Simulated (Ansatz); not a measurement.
A geometry of SnSe2 away from equilibrium: the start of the relaxation of a relaxed SnSe2 cell with every coordinate shifted by Gaussian noise of σ = 0.45 Å. All values below come from r2SCAN (plane waves to 500 eV, PAW, scalar-relativistic; Ansatz, a quantum-chemistry and plane-wave program). Γ-centred k-mesh 7×7×4 on the run's cell (coarser than for final values), Fermi–Dirac smearing 0.05 eV.

```xyz
3
Lattice="3.8405 0.0000 0.0000 -1.9202 3.3260 0.0000 0.0000 0.0000 6.5251" Properties=species:S:1:pos:R:3:forces:R:3 pbc="T T T" free_energy=-16988.512 pressure_GPa=33.7
Sn     0.1611     0.3988     0.7172    0.4801    6.3731    1.1678
Se     0.1625     2.8683     0.5198   -0.0527   -6.4770   -1.0994
Se     1.3869     1.2797     4.8331   -0.4274    0.1038   -0.0684
```

Positions in Å, forces in eV/Å, free energy of the cell in eV (comparable only within this code, potentials and settings). Largest force: 6.57 eV/Å, on Se2 (atoms numbered as listed); the geometry lies 2.23 eV/atom above the end of its relaxation.

The relaxed cell holds bonded Se–Se pairs (2.44 Å). No spin polarisation in the result.

The end of the path is a generated cell of SnSe2: the first start was made by placing the elements on the sites of a structure type, and the end was not matched to a known phase here, so it may be hypothetical. Known forms of SnSe2 include space group No. 164.
